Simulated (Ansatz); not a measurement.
All-electron card of I

```yaml
crystal:
  lattice:
    - [3.62750, -2.39750, 0.00000]
    - [3.62750, 2.39750, 0.00000]
    - [0.00000, 0.00000, 9.78000]
  atoms:
    - { symbol: I, position: [0.85000, 0.15000, 0.11700] }
    - { symbol: I, position: [0.65000, 0.35000, 0.61700] }
    - { symbol: I, position: [0.15000, 0.85000, 0.88300] }
    - { symbol: I, position: [0.35000, 0.65000, 0.38300] }
```

Atoms are numbered in the order listed.

The conventional cell has a = 7.255 Å, b = 4.795 Å, c = 9.780 Å, α = 90.00°, β = 90.00°, γ = 90.00°. I (atom 1) has 1 I at 2.70 Å as nearest neighbours.

The cell is COD entry 1010091, as deposited and not checked against the literature; nothing was relaxed. It is an old determination, and later ones may differ.

No spin–orbit coupling, which matters for the heavy atoms here.

Method: DFT, PBE, all-electron LAPW, scalar-relativistic (Ansatz 0.2.0).

The runs use a Γ-centred 6×6×3 k mesh, Fermi–Dirac smearing of 0.03 eV, basis error target 0.5 meV/atom, no spin polarisation.

* Pressure at this cell: 1.43 GPa
* Band gap: 1.24 eV, indirect from the line B0 (-0.359, 0.359, 0.5)–G0 (0.359, 0.641, 0.5) to the line Y (0.5, 0.5, 0)–F0 (0.359, 0.641, 0)
* Stress xx, yy, zz (compression positive): 1.30, 0.99, 2.00 GPa
* Largest force: 0.0246 Ry/bohr on I1
* Smallest direct gap on the path: 1.38 eV
* Volume per atom: 42.53 Å³
